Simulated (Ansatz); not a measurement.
Relaxed free-standing sheet of Bi2Te3:

```xyz
5
Lattice="4.3535 0.0000 0.0000 -2.1767 3.7702 0.0000 0.0000 0.0000 41.0187" Properties=species:S:1:pos:R:3 pbc="T T F"
Te    0.0000    0.0000   16.7245
Bi    0.0000    2.5135   18.4630
Te    2.1767    1.2567   20.5093
Bi    0.0000    0.0000   22.5557
Te    0.0000    2.5135   24.2941
```

Method: DFT PBE+D3(BJ), scalar-relativistic, plane waves, PAW in Ansatz. Settings: cutoff 420 eV, Γ-centred mesh 9×9×1 on the computed 5-atom cell, Gaussian smearing of 0.02 eV; no spin polarisation. The sheet is isolated along c (Coulomb cut-off).

(1) What do its bands look like near the Fermi level?

Spin-orbit coupling is left out, which matters for the bands of heavy elements.

## Answers

(1) Path Γ–M–K–Γ, 16 steps a segment, one row in 2; levels in eV from the Fermi level, bands counted among those of the PAW valence electrons:

```csv
k (1/Å),point,band 37,band 38,band 39,band 40,band 41,band 42
0.000,Γ,-0.96,-0.81,-0.81,0.53,1.09,1.09
0.104,,-0.99,-0.78,-0.61,0.76,1.03,1.15
0.208,,-0.76,-0.73,-0.59,0.85,1.31,1.42
0.312,,-1.04,-0.78,-0.54,0.99,1.49,1.61
0.417,,-1.44,-0.84,-0.64,1.00,1.63,1.89
0.521,,-1.51,-0.92,-0.88,1.05,1.70,1.89
0.625,,-1.47,-1.12,-0.99,1.07,1.73,1.77
0.729,,-1.54,-1.18,-1.04,1.04,1.71,1.74
0.833,M,-1.61,-1.18,-1.05,1.01,1.69,1.74
0.893,,-1.58,-1.12,-1.11,1.12,1.65,1.70
0.954,,-1.54,-1.21,-0.99,1.38,1.49,1.70
1.014,,-1.51,-1.23,-0.90,1.40,1.63,1.75
1.074,,-1.50,-1.16,-0.90,1.45,1.64,1.93
1.134,,-1.51,-1.07,-0.96,1.57,1.62,2.02
1.194,,-1.58,-1.01,-0.99,1.49,1.82,2.05
1.254,,-1.66,-1.01,-0.96,1.42,1.99,2.06
1.314,K,-1.69,-0.98,-0.98,1.39,2.06,2.06
1.435,,-1.57,-1.12,-0.88,1.48,1.89,2.02
1.555,,-1.33,-1.22,-0.80,1.62,1.64,1.92
1.675,,-1.18,-1.12,-0.76,1.53,1.58,1.85
1.795,,-1.20,-0.85,-0.69,1.27,1.73,1.74
1.916,,-1.25,-0.63,-0.58,1.03,1.53,1.85
2.036,,-1.09,-0.57,-0.56,0.97,1.34,1.38
2.156,,-0.88,-0.87,-0.57,0.86,0.94,1.21
2.276,Γ,-0.96,-0.81,-0.81,0.53,1.09,1.09
```

Band gap: 1.05 eV.
